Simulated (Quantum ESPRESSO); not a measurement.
# PSi2BC4: convergence and cost over cutoff and k mesh

Computed values, not a measurement. The program is pw.x of Quantum ESPRESSO 7.5 (plane-wave density functional theory). The cell is made up: 8 atoms on a zincblende/diamond lattice, with randomly drawn elements, strain and displacements, not relaxed. PseudoDojo standard norm-conserving files (v0.5 for PBE, v0.4.1 for LDA and PBEsol) set the functional; there is no spin polarisation, spin-orbit coupling or dispersion term, and the masses in the input are unused placeholders.

Input of the run in row 2:

```
&control calculation='scf', pseudo_dir='./dojo.nc.sr.pbe.v0_5.standard.upf', outdir='./o', disk_io='medium', tprnfor=.true., tstress=.true. /
&system ibrav=0, nat=8, ntyp=4, nbnd=22, ecutwfc=82.02448710, nosym=.true., tot_charge=0,
 occupations='smearing', smearing='fd', degauss=0.0018374661
/
&electrons conv_thr=7.350e-09, electron_maxstep=60, /
ATOMIC_SPECIES
B 1.0 B.upf
C 1.0 C.upf
P 1.0 P.upf
Si 1.0 Si.upf
CELL_PARAMETERS angstrom
4.2701 0.0 0.0
0.0 4.2701 0.0
0.0 0.0 4.2701
ATOMIC_POSITIONS angstrom
P 0.029 0.1045 0.0371
Si 0.0297 2.1904 2.0792
B 2.05 -0.0681 2.1082
Si 2.2387 2.2747 -0.1026
C 0.9094 1.0697 1.0889
C 1.1852 3.3413 3.1108
C 3.2945 1.0386 3.1938
C 3.2845 3.2012 1.1815
K_POINTS automatic
4 4 4 1 1 1
```

The same cell was run at these settings. Meshes are shifted by half a step, and differences are from the last row, which is itself not exact.

| cutoff (eV) | k mesh | k points solved | threshold (eV) | free energy less the last row's (eV) | pressure (GPa) | largest stress difference (GPa) | largest force difference (eV/Å) | iterations | wall time (s) | k-point pools | processor |
| --- | --- | --- | --- | --- | --- | --- | --- | --- | --- | --- | --- |
| 781 | 2 x 2 x 2 | 4 | 1e-04 | 0.731 | -2.57 | 2.84 | 0.183 | 7 | 18 | 1 | AMD EPYC, Zen 5 class |
| 1116 | 4 x 4 x 4 | 32 | 1e-07 | 0.005 | 0.17 | 0.07 | 0.004 | 12 | 154 | 1 | AMD EPYC, Zen 5 class |
| 1347 | 6 x 6 x 6 | 108 | 1e-07 | 0.000 | 0.24 | 0.00 | 0.000 | 12 | 539 | 1 | AMD EPYC, Zen 5 class |

Each pool is one process. Wall times include start-up and a band step at six k points, which weighs most on the coarsest meshes. The runs were on shared virtual cores whose load varied, so times are rough.